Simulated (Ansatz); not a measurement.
Ansatz (a first-principles code) input:

Ansatz 0.2 input:
```yaml
crystal:
  lattice:
    - [-1.4158500515, 1.4158500515, 1.4158500515]
    - [1.4158500515, -1.4158500515, 1.4158500515]
    - [1.4158500515, 1.4158500515, -1.4158500515]
  atoms:
    - { symbol: Fe, position: [0.0, 0.0, 0.0], spin: 2.24 }
kpoints:
  mp_grid: { grid: [42, 42, 42] }
hamiltonian:
  xc: pbe
  pseudopotentials: { kind: paw }
magnetization: { spin_polarized: true }
scf:
  occupations: { method: fermi_dirac, width: 0.1 }
elastic: { mode: relaxed_ion, stencil: two_point, amplitude: 0.005, f_tol: 0.0005 }
```

Output (shortened):

```
Pseudopotentials: kind: paw
Pseudopotential: Fe, paw, valence charge 16
Functional definition: PBE
a single point of the input's cell can leave the moments in the input for a lower state (scf.lower_state_search) …
Crystal: 1 atoms, lattice volume = 11.353 Å³
Basis set: ecut = 420 eV, 225 PW (Γ), exchange–correlation on 36×36×36 points (8 copies of the dense FFT grid, shifted against one another)
Bands: 14, of which v1, the nominal top of the filled ones, is band 8 counted from 1 (7 counted from 0)
Symmetry: 48 space group operations
Space group: Im-3m (ITA 229), of the structure as read, at distance tolerance 2.2e-5 Å
k-points: 1903 of 74088
Initial density: superposition of atomic densities (chi_scale 0.1, normalization cell)
Starting moments: Σ|m| = 2.24 μB on 1 of 1 site
Initial wavefunctions: pseudopotential atomic-orbital guess
Eigensolver: davidson
Functional: x = pbe(κ = 0.804, μ = 0.2195149727645171), c = pbe(β = 0.06672455060314922)
SCF 1 converged in 9 iterations: F = -4480.500726 eV  dr2 = 4.00e-9
a single point of the input's cell can leave the moments in the input for a lower state (scf.lower_state_search) …
Crystal: 1 atoms, lattice volume = 11.353 Å³
Initial density: read from a saved state, or passed on in memory by an earlier SCF of this step, an earlier step, the calling program or the single point that …
Stability of the state it starts from, as read at its close in the collinear treatment …
Starting moments: Σ|m| = 2.24 μB on 1 of 1 site; this step starts from the density that it was given
all-band conjugate gradients solve this SCF's bands
SCF 2 converged in 8 iterations: F = -4480.500726 eV  dr2 = 6.54e-16
density extrapolation: transplant  |δρ|_rms = 5.865e-2 e/Å³  SAD shift = 9.104e-3 e/Å³
Crystal: 1 atoms, lattice volume = 11.296 Å³
Symmetry: 16 space group operations
k-points: 5214 of 74088
Initial density: handed on by an earlier stage of this run
Initial wavefunctions: those handed on with the density
SCF 3 converged in 10 iterations: F = -4480.500461 eV  dr2 = 2.12e-14
density extrapolation: first-order (α = -2.000)  |δρ|_rms = 5.865e-2 e/Å³  SAD shift = 9.034e-3 e/Å³
Crystal: 1 atoms, lattice volume = 11.410 Å³
SCF 4 converged in 9 iterations: F = -4480.500494 eV  dr2 = 2.86e-14
density extrapolation: transplant  |δρ|_rms = 5.865e-2 e/Å³  SAD shift = 5.145e-3 e/Å³
Crystal: 1 atoms, lattice volume = 11.353 Å³
Symmetry: 8 space group operations
k-points: 9955 of 74088
SCF 5 converged in 10 iterations: F = -4480.500627 eV  dr2 = 1.22e-15
density extrapolation: first-order (α = -2.000)  |δρ|_rms = 5.865e-2 e/Å³  SAD shift = 5.145e-3 e/Å³
Crystal: 1 atoms, lattice volume = 11.353 Å³
SCF 6 converged in 7 iterations: F = -4480.500627 eV  dr2 = 2.55e-14
SCF converged after 8 iterations
Magnetization: 2.1612 μB (9.0806 up, 6.9194 down)
Absolute magnetization: 2.2763 μB (∫|ρ↑−ρ↓|, with the PAW one-centre terms)
Spin contamination: 0.0368 ħ² per cell (⟨S²⟩ above its minimum at these occupations)
Per-site moments (μB) at R_I (Å): [(2.207628699615623, 1.0115837428525174)]
Free energy (F): -4480.500726 eV
Harris-Foulkes:  -4480.500726 eV  (|F-HF|=0.00e0)
Internal energy: -4480.469623 eV  (E = F + TS)
E sigma→0 (E₀):  -4480.485175 eV
Entropy (-TS):   -0.031102 eV (-31.102 meV/atom)
Fermi energy:    18.571438 eV
--- Per-component energies (eV) ---
  E_band       = -211.388122
  E_kinetic    = 350.562672
  E_local      = -2063.167632  (includes V_loc(G=0)·N_el)
  E_nonlocal   = 218.341162
  E_hartree    = 866.723475
  E_xc         = -117.945380
  E_vxc        = -151.881828  (∫ρ·V_xc dr)
  E_paw        = -1366.206545  (= ΣΔE_a)
  E_vpaw       = -298.690438  (= ΣTr[D̂ρ^β])
  E_aug_tail   = 0.000993  (compensation charges beyond the density's cutoff)
  E_ewald      = -2368.778369
  E_smearing   = -0.031102  (= −TS)
  E_closure    = 0.000000  (closes the sum)
  Σ components = -4480.500726   (vs F -4480.500726, Δ=0.00e0)
--- Forces (eV/Å), atoms counted from 1 ---
  atom   1  Fe     0.00000000     0.00000000     0.00000000
  max |Σ_I F_I| component: 0.0 eV/Å
--- Stress (GPa, compression-positive) ---
        0.041919       0.000000       0.000000
        0.000000       0.041919       0.000000
        0.000000       0.000000       0.041919
  P = ⅓ Tr σ = 0.0419 GPa (0.419 kbar)
  The stress holds the Pulay correction. Without it, at fixed plane waves, as pw.x and ABINIT print it: P = -0.0555 GPa
  The stress includes an estimate of the error left by incomplete SCF convergence (largest component  0.0000 GPa …
--- Band table (eV; the first three rows and the last of 3806) ---
  k-point 0 ↑: bands = ["-69.5200", "-35.3130", "-35.3130", "-35.3130", "10.0166", "16.2595", "16.2595", "16.2595", "17.4751", "17.4751", "42.9178", "42.9178", "42.9178", "48.3937"]
  k-point 1 ↑: bands = ["-69.5196", "-35.3154", "-35.3138", "-35.3130", "10.0403", "16.2529", "16.2592", "16.2723", "17.4682", "17.4756", "42.7706", "42.8920", "42.9067", "48.2523"]
  k-point 2 ↑: bands = ["-69.5183", "-35.3224", "-35.3161", "-35.3130", "10.1114", "16.2333", "16.2577", "16.3105", "17.4483", "17.4772", "42.3557", "42.8087", "42.8746", "47.9402"]
  k-point 1902 ↓: bands = ["-66.7593", "-33.0702", "-33.0702", "-33.0702", "15.4855", "15.4855", "20.8685", "20.8685", "20.8685", "28.6434", "28.6434", "28.6434", "35.2452", "35.2452"]
  band table: 14 of 14 bands, residual norms ≤ 1.0e-3 eV
--- Elastic constants: 2 strain directions × 2 members + reference (group order 48) ---
  dense FFT box of the reference and of every strained cell: 18×18×18
  strains applied: 11, 23; error gains: componentwise 1.00 (the most a stress slope's error grows in a printed constant), spectral 1.73 (1 for all six strains …
  C = ∂σ_k/∂η_j (tension-positive GPa; Voigt order 11 22 33 23 13 12):
       278.257    149.798    149.798      0.000      0.000      0.000
       149.798    278.257    149.798      0.000      0.000      0.000
       149.798    149.798    278.257      0.000      0.000      0.000
         0.000      0.000      0.000    111.049      0.000      0.000
         0.000      0.000      0.000      0.000    111.049      0.000
         0.000      0.000      0.000      0.000      0.000    111.049
  reference stress σ⁰ (GPa):     -0.042     -0.042     -0.042      0.000      0.000      0.000
  moduli (Voigt/Reuss/Hill, GPa): K = 192.62/192.62/192.62   G = 92.32/85.98/89.15   E = 231.70   ν = 0.300
  mechanically stable: yes (min eigenvalue of sym C = 111.05 GPa)
  strain η (Voigt 11):  stress-route row diagonal C_11 = 278.26 GPa, energy-path curvature d²(F+E_count+ΔE)/dδ²/Ω₀ = 279.80 GPa
         δ    σ_11 (GPa)             F (eV)   n_scf  n_hpsi   n_pw
    -5.000e-3      -1.4655       -4480.5004612      10  3127331    236   relax 0 steps, max|allowed force component| 0.00e0 eV/Å
     5.000e-3       1.3170       -4480.5004940       9  2891956    236   relax 0 steps, max|allowed force component| 0.00e0 eV/Å
  strain η (Voigt 23):  stress-route row diagonal C_44 = 111.05 GPa, energy-path curvature d²(F+E_count+ΔE)/dδ²/Ω₀ = 111.05 GPa
         δ    σ_23 (GPa)             F (eV)   n_scf  n_hpsi   n_pw
    -5.000e-3      -0.5552       -4480.5006270      10  5971003    236   relax 0 steps, max|allowed force component| 0.00e0 eV/Å
     5.000e-3       0.5552       -4480.5006270       7  4907250    236   relax 0 steps, max|allowed force component| 0.00e0 eV/Å
```

Cost: about 20 core-minutes (a rough figure) on shared cores.

Symmetry was held in the PBE relaxation. Magnetic state: ferromagnetic, chosen from 3 collinear starts compared on coarse meshes (ties went to the first, and starts can fall back to one state), not a proven ground state. Textbook magnetic order: ferromagnetic. As this level gives no gap, shear constants depend on the k-mesh and smearing (Fermi–Dirac, 0.1 eV here).

Potentials: the later of the program's two PAW sets.

Ansatz is a plane-wave DFT program.
